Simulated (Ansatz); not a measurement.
AlP:
```xyz
6
Lattice="3.8211 0.0000 0.0000 -1.9106 3.3092 0.0000 0.0000 0.0000 8.6331" Properties=species:S:1:pos:R:3 pbc="T T T"
Al    -0.9549     1.6540     5.7554
Al     0.9556     1.6552     0.0000
Al     1.9099     0.0000     2.8777
P     -0.9551     1.6542     1.4388
P      0.9555     1.6550     4.3165
P      1.9101     0.0000     7.1942
```

x, y and z are the axes in which the lattice vectors are written.

Problem. Give the proper piezoelectric stress tensor with relaxed ions from plane-wave PAW PBEsol (Ansatz code).

Solution. In C/m², rows x, y, z, Voigt columns; mesh uncertainty up to 0.00.
```
 0.00   0.00   0.00  -0.11   0.00   0.00
 0.00   0.00   0.00   0.00   0.11   0.00
 0.00   0.00   0.00   0.00   0.00   0.00
```

The elastic tensor of the same run (GPa):

```csv
,1,2,3,4,5,6
1,157,55.6,66.2,0.0,0.0,0.0
2,55.6,157,66.2,0.0,0.0,0.0
3,66.2,66.2,181,0.0,0.0,0.0
4,0.0,0.0,0.0,50.0,0.0,0.0
5,0.0,0.0,0.0,0.0,50.0,0.0
6,0.0,0.0,0.0,0.0,0.0,50.8
```

Problem. Convert to strain constants d = e·S.

Solution. In pC/N:
```
 0.0   0.0   0.0  -2.3   0.0   0.0
 0.0   0.0   0.0   0.0   2.3   0.0
 0.0   0.0   0.0   0.0   0.0   0.0
```

Space group P6_422. The start of the workflow was typed in or built on a structure type; neither database checked (COD, Materials Project) lists it. It is not the phase usual at ambient conditions (space group No. 216). The PBEsol relaxation kept the symmetry of its start; of distortions, only those at the zone centre were tested.

Potentials: the later of the program's two PAW sets.
